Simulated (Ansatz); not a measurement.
Ta$_{2}$SiN (P6_3/mmc), relaxed with r²SCAN (Ansatz, a program for electronic structure, plane waves, PAW): a = b = 3.2230 Å, c = 12.0097 Å, α = β = 90.00°, γ = 120.00°.

ΔH_f (eV/atom): -0.62

**Question.** The same phase is relaxed and computed with PBE in the same code. What are the cell and these values now?

**Answer.** a = b = 3.231 Å, c = 12.116 Å, α = β = 90.00°, γ = 120.00°.

- ΔH_f (eV/atom): -0.57

Typed or built starts, not in the databases checked: Ta2SiN, P6_3/mmc (Si on 2d, Ta on 4f, N on 2a). All cells were relaxed under the symmetry of their starts (and spin orders); stability against distortions was not tested throughout. Rows with no word on spin ran without spin polarisation. Spin–orbit coupling is left out wherever it is not named.

Potentials: the later of the program's two PAW sets.

Ansatz is a plane-wave DFT program.

Formation energies count from the lowest solids of the elements computed at the same level, not from gases.
